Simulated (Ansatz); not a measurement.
**TaSnS, first-principles data**

TaSnS:
```
TaSnS
1.0
    3.81829     0.00000     0.00000
    0.00000     3.81829     0.00000
    0.00000     0.00000     7.63505
Ta Sn S
2 2 2
Direct
  0.00000   0.50000   0.70779
  0.50000   0.00000   0.29221
  0.00000   0.00000   0.00000
  0.50000   0.50000   0.00000
  0.50000   0.00000   0.62211
  0.00000   0.50000   0.37789
```

Space group P4/nmm (No. 129); conventional cell a = b = 3.8183 Å, c = 7.6350 Å, α = β = γ = 90.00°.

Method: the program Ansatz at the PBEsol level (PAW). The cell and atoms are relaxed at this level. Other levels are named where they apply.

**Cell and energy**

```
Item                                                           Result
-----------------------------------------------------  --------------
Volume per atom                                              18.55 Å³
Density                                                    9.90 g/cm³
Formation energy from the elements (no fitted shifts)  -0.058 eV/atom
```

**Electronic structure**

```
Item                                                                        Result
------------------------------------  --------------------------------------------
Electronic character                                             metallic (no gap)
Density of states at the Fermi level  0.53 states/eV per atom (mean over ±0.08 eV)
Gap with spin–orbit coupling                                       none (metallic)
```

**Mechanics**

```
Quantity                             Result
----------------------------------  -------
Bulk modulus (Birch–Murnaghan fit)  128 GPa
Pressure derivative B′                  4.9
```

**Phonons**

```
Item                                                     Value
-----------------------------  -------------------------------
Highest zone-centre frequency                         323 cm⁻¹
Zone-centre stability          unstable, softest mode 90i cm⁻¹
```

The start of the workflow was typed in or built on a structure type; neither database checked (COD, Materials Project) lists it. Whether it is the stable phase at ambient conditions was not checked. The cell was relaxed with PBEsol under the symmetry of its start. The run is not spin-polarised. The volume moved by -21 % from the start of the relaxation. As this level gives no gap, phonon frequencies hold no LO–TO term and depend on the k-mesh and smearing (Fermi–Dirac, 0.1 eV here). The references are the lowest solids computed at this level, not always the standard phases. Spin–orbit coupling is left out wherever it is not named.

Potentials: the earlier of the program's two PAW sets. The files were generated under PBE; for other functionals the program regenerates the frozen cores, and for LDA and PBEsol the local potential too.
